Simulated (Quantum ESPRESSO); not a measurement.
## Pd4AuRuMo2 (one composition in several site orders)

A calculation, not a measurement. The program is pw.x of Quantum ESPRESSO 7.5 (plane-wave density functional theory). The cell is made up: eight metal atoms on a face-centred cubic lattice, with elements, volume, strain and displacements drawn at random and not relaxed, so it may be unstable or far from any real phase. PseudoDojo standard norm-conserving files set the functional (PBE unless stated); there is no spin polarisation or spin-orbit coupling, the Fermi-Dirac width of 0.25 eV means electrons at about 2900 K, and the masses in the input are unused placeholders. Heavy elements are run without spin-orbit coupling, which real alloys of them have. A spin test at this wide smearing found no moment, but such smearing suppresses magnetism that the real alloy may have.

The runs put one composition on the sites in different orders. Cell, positions, cutoff, mesh and smearing stay as in the input of run 1; sites are counted in its order. Stress in the tables is positive in tension.

Input of run 1:

```
&control calculation='scf', pseudo_dir='./dojo.nc.sr.pbe.v0_5.standard.upf', outdir='./o', disk_io='minimal', tprnfor=.true., tstress=.true. /
&system ibrav=0, nat=8, ntyp=4, nbnd=85, ecutwfc=84.00895049, nosym=.true., tot_charge=0,
 occupations='smearing', smearing='fd', degauss=0.0183746611
/
&electrons conv_thr=1.470e-08, electron_maxstep=70, mixing_beta=0.5 /
ATOMIC_SPECIES
Au 1.0 Au.upf
Mo 1.0 Mo.upf
Pd 1.0 Pd.upf
Ru 1.0 Ru.upf
CELL_PARAMETERS angstrom
-0.0459 -1.9722 -1.9679
0.0106 4.0624 -4.0538
8.1737 0.1023 0.0811
ATOMIC_POSITIONS angstrom
Pd 0.0701 -0.0974 -0.0866
Au 4.0459 -0.0061 -0.0696
Pd 0.0285 2.0245 -2.0555
Pd 4.1086 2.0417 -1.8821
Pd 2.0915 0.022 -2.045
Ru 6.1482 0.0964 -1.8423
Mo 1.8653 2.276 -3.9187
Mo 6.0819 2.1455 -4.0654
K_POINTS automatic
8 4 3 1 1 1
```

```
run  elements on sites 1 to 8  free energy less that of run 1 (eV)  -TS (eV)  pressure (GPa)  stress xx (GPa)  stress yy (GPa)  stress zz (GPa)  stress yz (GPa)  stress xz (GPa)  stress xy (GPa)  iterations
  1   Pd Au Pd Pd Pd Ru Mo Mo                                0.000    -1.764           -7.30             4.61             8.34             8.97            -2.58             1.95             3.88          21
  2   Mo Pd Pd Ru Pd Mo Pd Au                                0.001    -1.821           -6.34             6.92             6.01             6.10             0.17             3.02             3.05          23
  3   Pd Au Ru Pd Mo Mo Pd Pd                               -0.317    -1.651           -7.29             6.71             7.49             7.68            -1.30             1.95             4.85          22
  4   Pd Pd Pd Mo Mo Au Ru Pd                               -0.406    -1.689           -6.85             5.74             5.99             8.82            -1.01             1.41             3.44          23
  5   Pd Ru Pd Pd Pd Mo Mo Au                                0.042    -1.809           -6.91             7.73             6.04             6.97            -0.61             1.08             4.08          21
  6   Pd Pd Ru Au Mo Pd Mo Pd                               -0.568    -1.657           -6.96             6.48             6.42             7.99            -1.78             2.26             3.90          22
```

Forces Fx Fy Fz (eV/Å):

```
site             run 1             run 2             run 3              run 4             run 5             run 6
   1   -1.26 0.84 0.21  -1.03 1.18 -0.37  -1.49 1.66 -0.27    -0.45 1.22 0.27  -0.79 1.14 -0.18   -0.74 1.33 0.13
   2   0.12 -0.40 1.11    0.22 0.08 0.42   0.06 -0.27 0.88   -0.75 -0.27 0.67  -0.19 -0.09 0.13  -0.51 -0.35 0.83
   3   -0.74 0.10 0.14  -0.66 -0.39 0.79  -0.47 -0.68 0.97     0.34 0.17 0.35  -0.31 -0.22 0.48   0.63 -0.09 0.08
   4   0.61 0.92 -1.23  0.75 -0.11 -0.35   0.16 0.33 -0.61   -0.64 1.07 -0.62   0.22 0.33 -0.66   0.08 0.72 -1.19
   5  -0.96 0.23 -0.04  -0.64 0.32 -0.03  -1.91 0.64 -0.36  -0.47 -0.05 -0.40  -0.28 -0.03 0.30   -1.58 0.09 0.08
   6  0.16 -0.19 -0.11  -0.37 0.76 -0.72   1.15 0.47 -0.88   -0.01 0.38 -0.85  -0.87 0.32 -0.19   0.50 0.34 -0.66
   7  1.54 -1.40 -0.14  1.75 -1.20 -0.33  1.87 -1.75 -0.08   2.21 -1.75 -0.14  2.43 -0.88 -0.33   1.15 -1.51 0.19
   8   0.53 -0.10 0.06  -0.02 -0.64 0.59   0.63 -0.40 0.34   -0.23 -0.78 0.72  -0.20 -0.56 0.45   0.48 -0.53 0.54
```

The sites are displaced and not relaxed, so the energy differences mix bonding between neighbours with strain and are not ordering energies. A rerun of one cell of this series at a higher cutoff and on a denser mesh moved values by no more than 0.005 eV in energy, 0.05 GPa in stress and 0.015 eV/Å in force, and a second program with other atomic files agreed on that cell to 2 % rms in force and 0.5 GPa in pressure.